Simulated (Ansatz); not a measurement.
# Lu₇Te₂Pd₂: relaxation (Ansatz)

Input:

```yaml
crystal:
  lattice:
    - [-1.97164534, 7.71074194, 4.7961424]
    - [1.97164534, -7.71074194, 4.7961424]
    - [1.97164534, 7.71074194, -4.7961424]
  atoms:
    - { symbol: Lu, position: [0.0008, 0.0008, 0.0] }
    - { symbol: Te, position: [0.2673, 0.7673, 0.5] }
    - { symbol: Lu, position: [0.9094, 0.2657, 0.6437] }
    - { symbol: Lu, position: [0.622, 0.2657, 0.3563] }
    - { symbol: Pd, position: [0.696, 0.9325, 0.7635] }
    - { symbol: Pd, position: [0.169, 0.9325, 0.2365] }
    - { symbol: Lu, position: [0.3102, 0.6267, 0.6835] }
    - { symbol: Lu, position: [0.9432, 0.6267, 0.3165] }
    - { symbol: Lu, position: [0.2868, 0.4172, 0.8696] }
    - { symbol: Lu, position: [0.5476, 0.4172, 0.1304] }
    - { symbol: Te, position: [0.6611, 0.6611, 0.0] }
  symmetry: { tolerance: 0.0003 }
kpoints:
  mp_grid: { grid: [5, 5, 5], shift: [0, 0, 0] }
magnetization:
  spin_polarized: false
scf:
  occupations: { method: fermi_dirac }
  lower_state_search: "off"
hamiltonian:
  pseudopotentials: { kind: paw }
  xc: pbesol
basis:
  ecutwfc: 420
  fft_grid_basis: typed
relax:
  max_steps: 60
  f_tol: 0.03
output:
  forces: true
  stress: true
  eigenvalues: true
  populations: true
  elf: true
  write_potential: true
  volumetric_format: npy
  dos:
    e_range: [-12, 8]
    de: 0.05
    projected: { site_lists: { Lu: [Lu], Pd: [Pd], Te: [Te] } }
  bader: false
checkpoint:
  read: saved_state
```

Run with:

```bash
ansatz run input.yaml --threads 2 --pin off --max-ram 2560MiB --backend cpu --events-out ev --progress --plain --runs-dir out
```

Origin of the cell: a database entry, scaled a little.

The smearing width isn't typed, so it takes its default of 0.1 eV.

The saved state is a converged single point of the same cell.

Steps:

```json
{"step": "1", "ΔF (meV/atom)": "0.0", "max force component (eV/Å)": "0.182", "SCF iterations": "11", "step was": "accepted"}
{"step": "2", "ΔF (meV/atom)": "-0.6", "max force component (eV/Å)": "0.159", "SCF iterations": "10", "step was": "accepted"}
{"step": "3", "ΔF (meV/atom)": "-1.3", "max force component (eV/Å)": "0.031", "SCF iterations": "9", "step was": "accepted"}
{"step": "4", "ΔF (meV/atom)": "-1.3", "max force component (eV/Å)": "0.006", "SCF iterations": "9", "step was": "accepted"}
```

The starting structure.

Space group Imm2 (No. 44); the run's cell has a = 9.292 Å, b = 9.292 Å, c = 9.292 Å, α = 155.50°, β = 67.84°, γ = 117.85°. Shortest distances: Lu–Pd 2.83 Å, Lu–Te 3.09 Å, Lu–Lu 3.50 Å.

After:

Space group Imm2 (No. 44); the run's cell has a = 9.292 Å, b = 9.292 Å, c = 9.292 Å, α = 155.50°, β = 67.84°, γ = 117.85°. Shortest distances: Lu–Pd 2.84 Å, Lu–Te 3.11 Å, Lu–Lu 3.47 Å.

```xyz
11
Lattice="-1.9716 7.7107 4.7961 1.9716 -7.7107 4.7961 1.9716 7.7107 -4.7961" Properties=species:S:1:pos:R:3 pbc="T T T"
Lu    0.0000    0.0000    0.0036
Te    1.9716    0.0000    2.5429
Lu    0.0000    9.9303    2.5879
Lu    0.0000    5.4912    2.5879
Pd    1.9716    4.0656    4.1299
Pd    1.9716   -4.0656    4.1299
Lu    1.9716    2.8446    1.2089
Lu    0.0000    4.8661    6.0050
Lu    1.9716    5.6803   -0.7997
Lu    0.0000    2.0305    3.9965
Te    0.0000    0.0000    6.3494
```

```
Free energy lowered by  : 1.3 meV/atom
Final pressure          : -4.66 GPa
Relaxation steps listed : 4
```

Caveats: no moments, though an odd count or open d shells may carry them; no spin-orbit coupling, though heavy elements are present; the SCF threshold is looser than advised for a stress; the k mesh is coarse if the cell is a metal; the relaxation held the start's symmetry, so the end may be a saddle point.

Time: 3.2 min on 2 threads of AMD EPYC 9R45 96-Core Processor (Zen 5), on a shared host, peak memory 1.4 GiB, from a saved density.
